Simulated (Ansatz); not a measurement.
Computed with Ansatz (plane waves, PAW, 420 eV cutoff): PBEsol, scalar-relativistic, no spin polarisation, Γ-centred 12×12×8 mesh, 0.05 eV Gaussian smearing. The datasets are Ansatz's generated set soft_2.

The calculation on XF2, where X is one element, gave:

```yaml
Space_group: P-3m1 (No. 164)
Conventional_cell: a = 3.221 Å, b = 3.221 Å, c = 4.272 Å, α = 90.00°, β = 90.00°, γ = 120.00°
Volume: 12.80 Å³/atom
Band_gap: 0.51 eV
Smallest_direct_gap: 0.90 eV
Formation_energy_from_the_elements_0_K_uncorrected: -0.75 eV/atom
```

Sites: X on 1a, F on 2d.

Task: Which element is X?
A. Tc
B. Rh
C. Ru
D. Mo

Result: C. X is Ru, so the compound is RuF2.

The structure was built from a prototype; whether the compound forms in it isn't claimed.

Semilocal functionals underestimate band gaps, commonly by a third or more.
